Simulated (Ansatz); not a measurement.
Input, command and steps of an Ansatz relaxation.

```yaml
crystal:
  lattice:
    - [5.265836618, 0.0, 0.0]
    - [0.0, 5.426174592, 0.0]
    - [0.0, 0.0, 3.5443131083]
  atoms:
    - { symbol: Ta, position: [0.225, 0.825, 0.5] }
    - { symbol: Ta, position: [0.725, 0.675, 0.0] }
    - { symbol: Ta, position: [0.775, 0.175, 0.5] }
    - { symbol: Ta, position: [0.275, 0.325, 0.0] }
    - { symbol: Mo, position: [0.5, 0.5, 0.5] }
    - { symbol: Mo, position: [0.0, 0.0, 0.0] }
basis:
  ecutwfc: 420
kpoints:
  mp_grid: { grid: [4, 4, 6] }
hamiltonian:
  xc: pbe
scf:
  occupations: { method: gaussian, width: 0.1 }
  lower_state_search: "off"
output:
  forces: true
  stress: true
  eigenvalues: true
relax:
  adjacent_minimum: "off"
  f_tol: 0.04
  max_steps: 70
  cell: { stress_tol: 0.4 }
```

```bash
ansatz run input.yaml --threads 1 --pin off --max-ram 2560MiB --backend cpu --events-out ev --progress --plain --runs-dir out
```

These are results of DFT PBE, scalar-relativistic, plane waves, PAW in Ansatz, not measurements.

Of 13 frames 9 are shown, positions in Å and forces in eV/Å; the SCF threshold varies from step to step. Steps run on the plane waves of an earlier cell, with a Pulay correction in the pressure. The basis is chosen afresh for the last frame, the zero of the energies, and at times for earlier ones too; energy and pressure step there, also at an unchanged geometry. Here that happened at step 11 (-13 meV/atom, 0.8 GPa); the frames before carry an error of that size.

```xyz
6
Lattice="5.2658 0.0000 0.0000 0.0000 5.4262 0.0000 0.0000 0.0000 3.5443" Properties=species:S:1:pos:R:3:forces:R:3 pbc="T T T" step=1 free_energy_over_end_meV_per_atom=1554.08 pressure_GPa=61.21
Ta    1.1848    4.4766    1.7722    1.3071    0.6404    0.0000
Ta    3.8177    3.6627    0.0000    1.3071   -0.6404    0.0000
Ta    4.0810    0.9496    1.7722   -1.3071   -0.6404    0.0000
Ta    1.4481    1.7635    0.0000   -1.3071    0.6404    0.0000
Mo    2.6329    2.7131    1.7722    0.0000    0.0000    0.0000
Mo    0.0000    0.0000    0.0000    0.0000    0.0000    0.0000
6
Lattice="5.5062 0.0000 0.0000 0.0000 5.6439 0.0000 0.0000 0.0000 3.7171" Properties=species:S:1:pos:R:3:forces:R:3 pbc="T T T" step=2 free_energy_over_end_meV_per_atom=921.99 pressure_GPa=23.15
Ta    1.2676    4.6803    1.8585    0.6573    0.8681    0.0000
Ta    4.0207    3.7856    0.0000    0.6573   -0.8681    0.0000
Ta    4.2386    0.9636    1.8585   -0.6573   -0.8681    0.0000
Ta    1.4855    1.8584    0.0000   -0.6573    0.8681    0.0000
Mo    2.7531    2.8220    1.8585    0.0000    0.0000    0.0000
Mo    0.0000    0.0000    0.0000    0.0000    0.0000    0.0000
6
Lattice="5.9081 0.0000 0.0000 0.0000 5.3529 0.0000 0.0000 0.0000 3.9855" Properties=species:S:1:pos:R:3:forces:R:3 pbc="T T T" step=4 free_energy_over_end_meV_per_atom=415.26 pressure_GPa=-0.09
Ta    1.5314    4.7171    1.9927   -0.2502    1.3408    0.0000
Ta    4.4855    3.3123    0.0000   -0.2502   -1.3408    0.0000
Ta    4.3767    0.6358    1.9927    0.2502   -1.3408    0.0000
Ta    1.4226    2.0406    0.0000    0.2502    1.3408    0.0000
Mo    2.9541    2.6765    1.9927    0.0000    0.0000    0.0000
Mo    0.0000    0.0000    0.0000    0.0000    0.0000    0.0000
6
Lattice="6.0345 0.0000 0.0000 0.0000 5.0884 0.0000 0.0000 0.0000 4.0719" Properties=species:S:1:pos:R:3:forces:R:3 pbc="T T T" step=5 free_energy_over_end_meV_per_atom=283.49 pressure_GPa=-0.78
Ta    1.5806    4.5904    2.0359   -0.5756    1.3178    0.0000
Ta    4.5978    3.0423    0.0000   -0.5756   -1.3178    0.0000
Ta    4.4539    0.4981    2.0359    0.5756   -1.3178    0.0000
Ta    1.4367    2.0462    0.0000    0.5756    1.3178    0.0000
Mo    3.0172    2.5442    2.0359    0.0000    0.0000    0.0000
Mo    0.0000    0.0000    0.0000    0.0000    0.0000    0.0000
6
Lattice="6.0856 0.0000 0.0000 0.0000 4.8171 0.0000 0.0000 0.0000 4.2049" Properties=species:S:1:pos:R:3:forces:R:3 pbc="T T T" step=6 free_energy_over_end_meV_per_atom=160.89 pressure_GPa=0.01
Ta    1.5688    4.4552    2.1024   -0.4424    1.1448    0.0000
Ta    4.6116    2.7705    0.0000   -0.4424   -1.1448    0.0000
Ta    4.5168    0.3619    2.1024    0.4424   -1.1448    0.0000
Ta    1.4740    2.0466    0.0000    0.4424    1.1448    0.0000
Mo    3.0428    2.4086    2.1024    0.0000    0.0000    0.0000
Mo    0.0000    0.0000    0.0000    0.0000    0.0000    0.0000
6
Lattice="6.2131 0.0000 0.0000 0.0000 4.3654 0.0000 0.0000 0.0000 4.5074" Properties=species:S:1:pos:R:3:forces:R:3 pbc="T T T" step=8 free_energy_over_end_meV_per_atom=27.71 pressure_GPa=-0.48
Ta    1.5387    4.3527    2.2537    0.1719    0.0127    0.0000
Ta    4.6452    2.1955    0.0000    0.1719   -0.0127    0.0000
Ta    4.6745    0.0128    2.2537   -0.1719   -0.0127    0.0000
Ta    1.5679    2.1699    0.0000   -0.1719    0.0127    0.0000
Mo    3.1066    2.1827    2.2537    0.0000    0.0000    0.0000
Mo    0.0000    0.0000    0.0000    0.0000    0.0000    0.0000
6
Lattice="6.2145 0.0000 0.0000 0.0000 4.5141 0.0000 0.0000 0.0000 4.3439" Properties=species:S:1:pos:R:3:forces:R:3 pbc="T T T" step=9 free_energy_over_end_meV_per_atom=15.41 pressure_GPa=0.58
Ta    1.5563    4.5030    2.1720    0.0620    0.0258    0.0000
Ta    4.6636    2.2681    0.0000    0.0620   -0.0258    0.0000
Ta    4.6582    0.0111    2.1720   -0.0620   -0.0258    0.0000
Ta    1.5509    2.2460    0.0000   -0.0620    0.0258    0.0000
Mo    3.1072    2.2570    2.1720    0.0000    0.0000    0.0000
Mo    0.0000    0.0000    0.0000    0.0000    0.0000    0.0000
6
Lattice="6.2255 0.0000 0.0000 0.0000 4.5270 0.0000 0.0000 0.0000 4.3424" Properties=species:S:1:pos:R:3:forces:R:3 pbc="T T T" step=10 free_energy_over_end_meV_per_atom=15.09 pressure_GPa=-0.17
Ta    1.5647    4.5248    2.1712    0.0076    0.0052    0.0000
Ta    4.6775    2.2657    0.0000    0.0076   -0.0052    0.0000
Ta    4.6608    0.0022    2.1712   -0.0076   -0.0052    0.0000
Ta    1.5480    2.2613    0.0000   -0.0076    0.0052    0.0000
Mo    3.1127    2.2635    2.1712    0.0000    0.0000    0.0000
Mo    0.0000    0.0000    0.0000    0.0000    0.0000    0.0000
6
Lattice="6.2408 0.0000 0.0000 0.0000 4.4842 0.0000 0.0000 0.0000 4.3948" Properties=species:S:1:pos:R:3:forces:R:3 pbc="T T T" step=13 free_energy_over_end_meV_per_atom=0.00 pressure_GPa=-0.02
Ta    1.5647    4.4838    2.1974    0.0037    0.0007    0.0000
Ta    4.6852    2.2424    0.0000    0.0037   -0.0007    0.0000
Ta    4.6761    0.0004    2.1974   -0.0037   -0.0007    0.0000
Ta    1.5557    2.2417    0.0000   -0.0037    0.0007    0.0000
Mo    3.1204    2.2421    2.1974    0.0000    0.0000    0.0000
Mo    0.0000    0.0000    0.0000    0.0000    0.0000    0.0000
```

The start puts this composition into another compound's structure type, which needn't suit it. At the end the space group is Immm (tolerance 0.05 Å).

The run took 2.9 min on 1 thread of Arm Neoverse V1, with other jobs on the host, peak memory 0.44 GiB.

The k mesh is coarse. Spin–orbit coupling is left out, which can shift energies with elements as heavy as these.